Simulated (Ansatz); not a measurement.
AlNi₃ (Cu3Au type)

```xyz
4
Lattice="3.5261 0.0000 0.0000 0.0000 3.5261 0.0000 0.0000 0.0000 3.5261" Properties=species:S:1:pos:R:3 pbc="T T T"
Al     0.0000     0.0000     0.0000
Ni     0.0000     1.7631     1.7631
Ni     1.7631     0.0000     1.7631
Ni     1.7631     1.7631     0.0000
```

Grid over V/V₀ and (c/a)/(c/a)₀, subscript 0 meaning the relaxed cell; the conventional c axis lies along z; no internal relaxation.

Method: r2SCAN (plane waves to 500 eV, PAW, scalar-relativistic; Ansatz, an electronic-structure program). k mesh 13×13×13 (Γ-centred), Fermi-Dirac smearing 0.05 eV. Stress and pressure are positive under compression. With partly filled bands, the response to shear is sensitive to the k mesh, so small differences along c/a are uncertain. AlNi3 was relaxed with its symmetry unable to fall. Relaxed AlNi3 ends ferromagnetic. Other magnetic orders were not checked, so this need not be the ground state. 

```
σzz − σxx (GPa)       V/V₀ = 0.920  V/V₀ = 0.960  V/V₀ = 1.000  V/V₀ = 1.040  V/V₀ = 1.080
--------------------  ------------  ------------  ------------  ------------  ------------
(c/a)/(c/a)₀ = 0.960           4.6           4.2           3.9           3.6           3.3
(c/a)/(c/a)₀ = 0.980           2.4           2.2           2.1           1.9           1.7
(c/a)/(c/a)₀ = 1.000           0.0           0.0           0.0           0.0           0.0
(c/a)/(c/a)₀ = 1.020          -2.8          -2.5          -2.3          -2.1          -1.9
(c/a)/(c/a)₀ = 1.040             …          -5.4          -4.9          -4.4          -4.0
```

### Question
What belongs in the gaps?

### Answer

- (c/a)/(c/a)₀ = 1.040, V/V₀ = 0.920: -5.9

(A scan under strain: stresses follow from slopes of the energy per volume, elastic moduli from its curvatures.)
